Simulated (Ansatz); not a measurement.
## Property card of a NaI2 sheet

It was reached by relaxing an invented guess, and it needn't be the stable form of this composition.

These are results of DFT PBE, scalar-relativistic, plane waves, PAW (Ansatz 0.2.0), not measurements. Plane waves to 420 eV, a k mesh through Γ of 12×12×1 on the computed 3-atom cell and Gaussian smearing (0.10 eV); no spin polarisation.

This is a two-dimensional sheet: the third axis spans vacuum and isn't periodic.

```xyz
3
Lattice="3.7021 0.0000 0.0000 0.0000 3.7021 0.0000 0.0000 0.0000 32.2773" Properties=species:S:1:pos:R:3 pbc="T T F"
Na    0.0000    0.0000    9.0000
I     1.8511    1.8511   11.1087
I     1.8511    1.8511    6.8913
```

The zero of energy is the elements' standard structures at the same level; no fitted shifts are applied.

```yaml
Layer_group: p4/mmm (No. 61)
In-plane_cell: a = 3.702 Å, b = 3.702 Å, γ = 90.0°
Area_per_atom: 4.57 Å²
Thickness_between_the_outermost_nuclei: 4.22 Å
Energy_over_the_elements: −0.61 eV/atom
Band_gap_over_mesh_and_path: none (metal or semimetal)
Density_of_states_at_the_Fermi_level: 3.0 states/eV per cell
Löwdin_character_within_0.5_eV_of_the_Fermi_level: I 5p 99 %
Bader_charges_e: Na1 0.85, I2 -0.43, I3 -0.43
```

Levels along Γ–X–M–Γ, in eV from the Fermi level, sorted by energy at each point. Points in fractions of the primitive reciprocal vectors: Γ (0.000 0.000 0.000), X (0.000 0.500 0.000), M (0.500 0.500 0.000).
| point | k (1/Å, with 2π) | band 18 | band 19 | band 20 | band 21 | band 22 | band 23 | band 24 |
| --- | --- | --- | --- | --- | --- | --- | --- | --- |
| Γ | 0.000 | -1.63 | -0.08 | -0.08 | 0.04 | 0.04 | 3.84 | 5.32 |
| - | 0.121 | -1.61 | -0.35 | -0.21 | -0.06 | 0.06 | 3.95 | 5.42 |
| - | 0.242 | -1.53 | -0.99 | -0.81 | 0.00 | 0.12 | 4.19 | 5.63 |
| - | 0.364 | -1.73 | -1.53 | -1.41 | 0.09 | 0.21 | 4.45 | 5.85 |
| - | 0.485 | -2.28 | -2.21 | -1.28 | 0.19 | 0.31 | 4.57 | 5.50 |
| - | 0.606 | -2.75 | -2.22 | -1.15 | 0.29 | 0.41 | 4.30 | 5.57 |
| - | 0.727 | -3.10 | -2.09 | -1.06 | 0.36 | 0.48 | 3.98 | 5.85 |
| X | 0.849 | -3.22 | -2.04 | -1.02 | 0.39 | 0.51 | 3.85 | 5.99 |
| - | 0.970 | -3.19 | -2.01 | -1.00 | 0.16 | 0.29 | 3.90 | 6.09 |
| - | 1.091 | -3.11 | -1.93 | -0.93 | -0.41 | -0.26 | 4.02 | 6.27 |
| - | 1.212 | -2.99 | -1.82 | -1.08 | -0.94 | -0.81 | 4.21 | 6.20 |
| - | 1.333 | -2.85 | -1.82 | -1.59 | -1.58 | -0.69 | 4.39 | 5.44 |
| - | 1.455 | -2.70 | -2.30 | -2.10 | -1.50 | -0.57 | 4.31 | 5.16 |
| - | 1.576 | -2.63 | -2.60 | -2.44 | -1.40 | -0.49 | 4.01 | 4.83 |
| M | 1.697 | -2.75 | -2.56 | -2.56 | -1.36 | -0.46 | 3.89 | 4.70 |
| - | 1.869 | -2.66 | -2.49 | -2.47 | -1.44 | -0.52 | 4.13 | 4.97 |
| - | 2.040 | -2.40 | -2.28 | -2.21 | -1.65 | -0.70 | 4.65 | 5.60 |
| - | 2.212 | -1.97 | -1.91 | -1.87 | -1.78 | -0.94 | 4.92 | 6.19 |
| - | 2.383 | -1.58 | -1.42 | -1.40 | -1.24 | -1.20 | 4.88 | 6.14 |
| - | 2.554 | -1.43 | -0.96 | -0.81 | -0.77 | -0.66 | 4.51 | 5.90 |
| - | 2.726 | -1.58 | -0.36 | -0.29 | -0.21 | -0.16 | 4.06 | 5.51 |
| Γ | 2.897 | -1.63 | -0.08 | -0.08 | 0.04 | 0.04 | 3.84 | 5.32 |

The last run used a 12×12×1 mesh for its 3-atom cell and Gaussian smearing of 0.10 eV. These runs have no spin–orbit coupling, which can matter for I. An odd number of electrons in the primitive cell allows no gap without spin; a larger cell or a magnetic state could open one. The cell is a metal run without spin; a magnetic state may lie lower. The reference form of I is held partly by dispersion forces, which this level lacks.
